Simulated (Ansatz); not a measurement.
**Band structure of LuPd**

```
Lu Pd
1.0
     3.41500    0.00000    0.00000
     0.00000    3.41500    0.00000
     0.00000    0.00000    3.41500
Lu Pd
1 1
Direct
  0.00000 0.00000 0.00000
  0.50000 0.50000 0.50000
```

Atoms are numbered in the order listed.

The conventional cell has a = 3.415 Å, b = 3.415 Å, c = 3.415 Å, α = 90.00°, β = 90.00°, γ = 90.00°. Lu (atom 1) is surrounded by 8 Pd at 2.96 Å. Pd (atom 2) has 8 Lu at 2.96 Å as nearest neighbours.

The cell is COD entry 1538201, as deposited and not checked against the literature; nothing was relaxed.

Spin polarisation is left out, and whether a magnetic state lies lower isn't shown here.

No spin–orbit coupling, which matters for the heavy atoms here.

These are results of DFT, PBEsol, all-electron LAPW, scalar-relativistic (Ansatz 0.2.0), not measurements.

Settings: a Γ-centred 10×10×10 k mesh, Fermi–Dirac smearing of 0.05 eV, basis error target 0.5 meV/atom, no spin polarisation.

Points in fractions of the reciprocal vectors of this cell: Γ (0, 0, 0), X (0, 0.5, 0), M (0.5, 0.5, 0), R (0.5, 0.5, 0.5). The path joins them by straight lines in the order Γ–X–M–Γ–R–X–R–M; legs that retrace an earlier one aren't tabulated. Energies are in eV from the Fermi level.

Is there a gap?

none: with an odd electron count and no spin polarisation the bands can't all be full, a metal in this set-up (spin order or a larger cell could open a gap).

List the levels between -20 and 6.5 eV at the symmetry points.


Γ: -7.16, -4.98 (×3), -4.97 (×3), -4.94, -4.55 (×2), -2.87 (×3), 1.68 (×2), 5.85 (×3)
X: -5.14, -5.03, -5.02 (×2), -5.01, -4.93 (×2), -4.08, -3.71, -3.64, -2.98 (×2), -2.55, -0.89, 0.40, 2.27 (×2), 5.20
M: -5.01 (×2), -4.96 (×3), -4.93 (×2), -4.82, -4.61, -3.59 (×2), -2.08, -0.80, 0.85 (×2), 2.11, 4.96 (×2)
R: -5.01, -4.98 (×3), -4.93 (×3), -3.66 (×3), -2.05 (×2), -1.21 (×3), 4.36
